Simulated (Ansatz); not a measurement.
A structure of SnO$_{2}$ relaxed with r2SCAN (plane waves to 500 eV, PAW, scalar-relativistic; Ansatz, a first-principles code); single points at other levels follow on the same geometry (Ansatz, PAW; HSE06 at 420 eV on a 4×2×4 k-mesh; no spin-orbit coupling). Space group Pbca (No. 61).

SnO2 is taken in the orthorhombic space group Pbca (No. 61), Pearson symbol oP24. Lattice parameters: a = 5.482 Å, b = 9.633 Å, c = 5.739 Å, α = 90.00°, β = 90.00°, γ = 90.00°. Sn on 8c is surrounded by 6 O at 2.037–2.101 Å. O1 on 8c has 3 Sn at 2.037–2.070 Å. O2 on 8c is surrounded by 3 Sn at 2.060–2.101 Å (trigonal planar). (Neighbours: up to the widest gap in distance over summed covalent radii, below 1.35, at either atom; cation-cation and far metal-metal contacts left out.)

| level | gap (eV) | kind | conduction minimum |
|---|---|---|---|
| r2SCAN | 2.03 | direct | Γ |
| HSE06 | … | – | … |

### Question
Some entries are withheld; supply them.

### Answer

- HSE06, gap (eV): 3.08
- HSE06, conduction minimum: Γ

For this cell size the semilocal gaps come from the SCF mesh and high-symmetry points. No spin polarisation in the result.

The run could not lose the symmetry of its start.

The first start was generated by placing the elements on the sites of a structure type. Materials Project lists a structure of SnO2 in the same space group, Pbca (No. 61); the sites were not compared with it, nor with measured phases. Known forms of SnO2 include space group No. 136.
